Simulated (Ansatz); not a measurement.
**YbNi4Au: what a change of kpoints.mp_grid.grid does**

Level of theory: PBEsol, collinear spin, scalar-relativistic; Ansatz, plane waves to 420 eV (PAW set soft_2), k-mesh 8×8×8. These are the settings of the reference run.

Cell:

```xyz
6
Lattice="0.0000 3.4189 3.4189 3.4189 0.0000 3.4189 3.4189 3.4189 0.0000" Properties=species:S:1:pos:R:3 pbc="T T T"
Au    0.0000    0.0000    0.0000
Ni    2.5606    4.2773    2.5606
Ni    2.5606    2.5606    4.2773
Ni    4.2773    2.5606    2.5606
Ni    4.2773    4.2773    4.2773
Yb    1.7095    1.7095    1.7095
```

The reference run of this cell is solved again as a single point with these keys changed:

| key | reference run | changed run |
| --- | --- | --- |
| kpoints.mp_grid.grid | [8, 8, 8] | [4, 4, 4] |

**Question.** How far do the results move?

**Answer.** 

| quantity | reference run | changed run |
| --- | --- | --- |
| energy, changed less reference (meV an atom) | 0 | 7.9 |
| pressure (GPa) | 0.0 | 0.5 |
| largest force (eV/Å) | 0.00 | 0.03 |
| gap on the mesh (eV) | 0.00 | 0.00 |
| moment of the cell (μB) | 0.83 | 1.88 |

The energy moves by 7.9 meV an atom (0.05 eV for the cell); most telling is the moment of the cell, from 0.83 to 1.88. It took 18 iterations.

Caveats: the reference run: 4f shell without a U, which puts 4f levels too near the Fermi level; the reference run: open f or d shells may hold a state above the lowest; a single point, atoms not relaxed again.
